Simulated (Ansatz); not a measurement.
**201Hg nuclear quadrupole resonance in HgTe under strain**

Cell: an entry of the Crystallography Open Database (COD), relaxed with PBE at fixed cell and then changed (z compressed by 1 %, ions relaxed).

```yaml
crystal:
  lattice:
    - [0.00000, 3.22350, 3.19127]
    - [3.22350, 0.00000, 3.19127]
    - [3.22350, 3.22350, 0.00000]
  atoms:
    - { symbol: Hg, position: [0.00000, 0.00000, 0.00000] }
    - { symbol: Te, position: [0.25000, 0.25000, 0.25000] }
```

Atoms are numbered from 1 in the order listed; like atoms form one site, named after its first atom.

Method: Kohn–Sham DFT in Ansatz, PBE, plane waves and PAW, scalar-relativistic, 420 eV cutoff, Γ-centred 13×13×13 k-points, Fermi–Dirac smearing 0.05 eV.

201Hg: I = 3/2, Q = 387.0 mb (year-2017 value). Static lattice, zero field.

(1) Predict the zero-field 201Hg lines of each site.

## Answers

(1) For I = 3/2 there is one line, ν = (|C_Q|/2)(1 + η²/3)^½.

```csv
site,atoms,V_zz (10²¹ V/m²),C_Q (MHz),η,line frequencies (MHz)
Hg,1,0.57,5.30,0.00,2.65
```

An axis of threefold or higher order runs through Hg, so V_zz lies along it and η is zero.

The run finds no gap above 0.1 eV (a metal, or nearly one), so the gradients can move by 10 % or more with the k-mesh. Spin–orbit coupling is left out, which shifts gradients on Hg by a few per cent in wide-gap crystals, and can shift them far more where the calculated gap is small or absent, as here. Semilocal functionals make gaps too small and can close them, so the real compound need not be a metal.
